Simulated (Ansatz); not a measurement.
The slice is one period of a {110} plane through atoms; its size isn't given.

Method: r2SCAN (plane waves to 500 eV, PAW, scalar-relativistic; Ansatz, an electronic-structure program). Near the nuclei the fields are pseudised (PAW); where an atom keeps semicore shells as valence, they peak there.

```
|9999998866554433333322222222333333445566889999|
|9999887766554433222222222222222233445566778899|
|8888776655443333222211111111222233334455667788|
|7766665544443322221111111111112222334444556666|
|5555554444332222111100000000111122223344445555|
|4444443333222211110000000000001111222233334444|
|3333333322221111000000000000000011112222333333|
|3322222222111111000000000000000011111122222222|
|2222222211111100000000000000000000111111222222|
|1111111111110000000000000000000000001111111111|
|1111111111000000000000000000000000000011111111|
|0000000000000000000011111111000000000000000000|
|0000000000000011111111111111111111000000000000|
|0000000000001111111122222222111111110000000000|
|0000000000111111222222222222222211111100000000|
|0000000011111122223333333333332222111111000000|
|0000000011112222333333444433333322221111000000|
|0000001111222233334444444444443333222211110000|
|0000111122223344444455555555444444332222111100|
|0011112222333344445555555555554444333322221111|
|1111112233334444555555555555555544443333221111|
|1122222233444455555555444455555555444433222222|
|2222223333444455555544333344555555444433332222|
|3333333344445555555533111133555555554444333333|
|3333334444445555555544333344555555554444443333|
|4444444444445555555555444455555555554444444444|
|5555555544445555555555555555555555554444555555|
|7766665555555555555555555555555555555555556666|
|8888776655555555555555555555555555555555667788|
|9999887766554444444444444444444444445566778899|
|9999998866554444444444444444444444445566889999|
|9999998877554444333333333333333344445577889999|
```
Scale: ten equal steps from -1.88 (start of '0') to 1.12 (end of '9'), in the order '0123456789'. Values: log₁₀ of the valence density in e/Å³. The map has 23 points along u (two characters each, u = 0 at the left) and 32 along v (v = 0 in the bottom row). The scale is logarithmic, as a density can span decades between atoms and voids.

```
|xxxxxx..::::::::----------------::::::::..xxxx|
|xxxx  ..::::::::::::::::::::::::::::::::..  xx|
|  ....::--::::::......    ......::::::--::....|
|::::::::::::::....            ....::::::::::::|
|::::::::::::....                ....::::::::::|
|::::::::::......                ......::::::::|
|....::........                    ........::..|
|............                        ..........|
|........                                ......|
|                                              |
|                                              |
|                                              |
|                                              |
|                  ....::::....                |
|              ..::::--------::::..            |
|            ..::--==++++++++==--::..          |
|          ..--==++**########**++==--..        |
|        ..::==++####%%%%%%%%####++==::..      |
|      ..::==++####%%%%%%%%%%%%####++==::..    |
|      ::--++**##%%%%%%%%%%%%%%%%##**++--::    |
|    ..::==**####%%##**++++**##%%####**==::..  |
|  ..::--++##%%%%##==xxxxxxxx==##%%%%##++--::..|
|....::==**%%%%%%##xxxxxxxxxxxx##%%%%%%**==::..|
|..::--==##%%@@@@##xxxxxxxxxxxx##@@@@%%##==--::|
|..::::==**%%@@@@%%xxxxxxxxxxxx%%@@@@%%**==::::|
|::::::::++%%@@@@@@%%xxxxxxxx%%@@@@@@%%++::::::|
|::::::::--**%%@@@@@@##++++##@@@@@@%%**--::::::|
|::::::::::--##@@@@@@@@%%%%@@@@@@@@##--::::::::|
|  ....::::::==##@@@@@@%%%%@@@@@@##==::::::....|
|xxxx  ..::::::++##%%%%%%%%%%%%##++::::::..  xx|
|xxxxxx..::::::--**############**--::::::..xxxx|
|xxxxxx  ::::::::==++++++++++++==::::::::  xxxx|
```
Scale: ten equal steps from 0.01 (start of ' ') to 0.90 (end of '@'), in the order ' .:-=+*#%@'. Values: electron localisation function (ELF). The map has 23 points along u (two characters each, u = 0 at the left) and 32 along v (v = 0 in the bottom row). Points within 0.5 Å of a nucleus are blanked (x), as the pseudised field means little there.

Task: Which relaxed crystal do these maps come from?
A. GaSb (zinc blende)
B. InP (zinc blende)
C. BP (zinc blende)

Result: B, InP (zinc blende). Atoms on the slice: P at (0.50, 0.25); In at (0.00, 0.00)

All were relaxed with their symmetry unable to fall. Spin-orbit coupling is left out.
